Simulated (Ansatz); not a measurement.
BaTaO₃:
```
CELL_PARAMETERS angstrom
      4.09158     0.00000     0.00000
      0.00000     4.09158     0.00000
      0.00000     0.00000     4.09158
ATOMIC_POSITIONS crystal
  Ba 0.00000 0.00000 0.00000
  Ta 0.50000 0.50000 0.50000
  O  0.00000 0.50000 0.50000
  O  0.50000 0.00000 0.50000
  O  0.50000 0.50000 0.00000
```

Relaxed with r²SCAN. Special points in fractions of this cell's reciprocal vectors: Γ (0.000, 0.000, 0.000); X (0.000, 0.500, 0.000); M (0.500, 0.500, 0.000); R (0.500, 0.500, 0.500).

List the band energies nearest the Fermi level at these points for the program Ansatz at the r²SCAN with spin–orbit coupling level (PAW).

In eV from the Fermi level; about four levels below and three above (degenerate sets whole), none deeper than 8.9 eV; points with the same levels are listed once.

| k | below | above |
|---|---|---|
| Γ | -1.26 -1.26 -1.26 -1.26 -0.89 -0.89 | 1.25 1.25 1.25 1.25 |
| X | -4.98 -4.98 -0.84 -0.84 | 1.45 1.45 1.73 1.73 |
| M | -5.25 -5.25 -4.49 -4.49 | 1.47 1.47 1.71 1.71 |
| R | -4.43 -4.43 -4.43 -4.43 | 2.76 2.76 2.80 2.80 2.80 2.80 |

Space group Pm-3m (cubic perovskite). The workflow started from a Materials Project entry (that database holds measured and hypothetical structures alike); the Crystallography Open Database copy checked does not list it. Its standing as an ambient phase is unchecked. Symmetry was held in the r²SCAN relaxation; its stability against distortions is not shown here. No spin polarisation was allowed. With an odd number of electrons in the cell and no spin polarisation, the count alone makes it a metal.

Potentials: the later of the program's two PAW sets.
